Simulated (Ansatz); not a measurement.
## Is this Ni result the lowest state?

Ni is taken as an experimental structure (space group Fm-3m, primitive cell doubled), 2 atoms in the cell. Source: COD entry 9012966, which need not be the ambient phase.

These are results of Ansatz development build ahead of 0.2.0, DFT, PBE, PAW, plane waves, scalar-relativistic, not measurements.

```yaml
crystal:
  lattice:
    - [0.0, 1.7585, 1.7585]
    - [1.7585, 0.0, 1.7585]
    - [3.517, 3.517, 0.0]
  atoms:
    - { symbol: Ni, position: [0.0, 0.0, 0.0], spin: 2.0 }
    - { symbol: Ni, position: [0.0, 0.0, 0.5], spin: -2.0 }
magnetization:
  spin_polarized: true
hamiltonian:
  xc: pbe
  pseudopotentials: { kind: paw }
basis:
  ecutwfc: 420
kpoints:
  mp_grid: { grid: [13, 13, 7] }
scf:
  occupations: { method: fermi_dirac, width: 0.1 }
  lower_state_search: "off"
output:
  forces: true
  stress: true
```

The run was started with:
```sh
ansatz run input.yaml --threads 2 --pin off --max-ram 5120MiB --backend cpu --events-out ev --progress --plain --runs-dir out
```

It took 19 s on 2 threads of Arm Neoverse N1, on a shared host, peak memory 0.47 GiB.

The end of the output:

```
SCF converged after 19 iterations
Magnetization: 0.0000 μB (18.0000 up, 18.0000 down)
Absolute magnetization: 0.0001 μB (∫|ρ↑−ρ↓|, with the PAW one-centre terms)
Spin contamination: 0.0000 ħ² per cell (⟨S²⟩ above its minimum at these occupations)
Per-site moments (μB) at R_I (Å): [(-3.0231e-5, 1.0258), (3.0231e-5, 1.0258)]
Free energy (F): -11679.422889 eV
Harris-Foulkes:  -11679.422889 eV  (|F-HF|=1.07e-10)
Internal energy: -11679.242663 eV  (E = F + TS)
E sigma→0 (E₀):  -11679.332776 eV
Entropy (-TS):   -0.180227 eV (-90.113 meV/atom)
Fermi energy:    18.024167 eV
--- Forces (eV/Å), atoms counted from 1 ---
  atom   1  Ni    -0.00000000     0.00000000     0.00000000
  atom   2  Ni     0.00000000     0.00000000     0.00000000
--- Stress (GPa, compression-positive) ---
       -0.269340      -0.031491      -0.031147
       -0.031491      -0.269340      -0.031147
       -0.031147      -0.031147      -0.342766
  P = ⅓ Tr σ = -0.2938 GPa (-2.938 kbar)
```

The mesh has less symmetry than the lattice, which lowers the symmetry of the run.

A small moment in a metal is sensitive to the mesh and the smearing.

Site moments are taken inside atomic spheres and don't add up to the total.

Task: Has the SCF ended in the lowest solution? If not, by how much is it too high?

Result: No. A state 37.4 meV/atom (0.075 eV per cell) lower exists in this cell: ferromagnetic, site moments Ni1 0.66, Ni2 0.66 μB, total 1.24 μB per cell, no gap on the k-mesh. It was reached from: parallel moments, default search for lower states [Ni1 2.00, Ni2 2.00 μB]; a moment on one site alone, plain SCF [Ni1 2.00 μB]. The wrong state matters: the pressure is 0.5 GPa there against -0.3 GPa here. This multiple of the primitive cell fits some opposed orders; other multiples fit others. Only collinear orders within this cell were tried; the true ground state may need a larger cell.
